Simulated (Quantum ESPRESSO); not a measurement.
# Ca2MgZnO4: a curve over one atom's position

A calculation, not a measurement. The program is pw.x of Quantum ESPRESSO 7.5 (plane-wave density functional theory). The cell is made up: 8 atoms on a rocksalt lattice, with randomly drawn elements, strain and displacements, not relaxed. PseudoDojo standard norm-conserving files (v0.5 for PBE, v0.4.1 for LDA and PBEsol) set the functional; there is no spin polarisation, spin-orbit coupling or dispersion term, and the masses in the input are unused placeholders.

Seven runs move atom 8 (O, counted in the order of the input) along y and keep all else fixed.

Input of the run at +0.0099:

```
&control calculation='scf', pseudo_dir='./dojo.nc.sr.pbe.v0_5.standard.upf', outdir='./o', disk_io='medium', tprnfor=.true., tstress=.true. /
&system ibrav=0, nat=8, ntyp=4, nbnd=43, ecutwfc=84.00895049, nosym=.true., tot_charge=0,
 occupations='smearing', smearing='fd', degauss=0.0018374661
/
&electrons conv_thr=7.350e-09, electron_maxstep=60, /
ATOMIC_SPECIES
Ca 1.0 Ca.upf
Mg 1.0 Mg.upf
O 1.0 O.upf
Zn 1.0 Zn.upf
CELL_PARAMETERS angstrom
4.5662 0.0 0.0
0.0 4.5662 0.0
0.0 0.0 4.5662
ATOMIC_POSITIONS angstrom
Ca -0.0385 -0.0162 0.0193
Ca -0.0154 2.3108 2.3467
Mg 2.2066 -0.0072 2.3095
Zn 2.2763 2.2467 0.0238
O 2.3004 0.0665 0.1109
O 2.1955 2.2416 2.2752
O 4.5501 0.045 2.4002
O 4.5442 2.2443 0.0023
K_POINTS automatic
4 4 4 1 1 1
```

| shift of atom 8 along y (Å) | free energy less that of the input shown (eV) | Fx on atom 8 (eV/Å) | Fy on atom 8 (eV/Å) | Fz on atom 8 (eV/Å) | pressure (GPa) | iterations |
| --- | --- | --- | --- | --- | --- | --- |
| -0.0870 | 0.0888 | -0.075 | 1.411 | 0.452 | 3.51 | 12 |
| -0.0111 | 0.0113 | -0.079 | 0.641 | 0.461 | 3.28 | 12 |
| +0.0099 | 0.0000 | -0.080 | 0.440 | 0.463 | 3.26 | 12 |
| +0.0700 | -0.0093 | -0.080 | -0.135 | 0.464 | 3.29 | 12 |
| +0.0940 | -0.0033 | -0.080 | -0.367 | 0.463 | 3.34 | 12 |
| +0.1243 | 0.0124 | -0.080 | -0.671 | 0.461 | 3.44 | 12 |
| +0.1379 | 0.0225 | -0.079 | -0.813 | 0.460 | 3.49 | 12 |

A cubic fit gives dFy/dy = -9.60 eV/Å² at zero shift. Across the table the free energy follows the integral of the force to within 0.2 meV. A rerun of one of the cells at 1437 eV and a 6 x 6 x 6 mesh moved values by no more than 0.002 eV in energy, 0.04 GPa in stress and 0.004 eV/Å in force.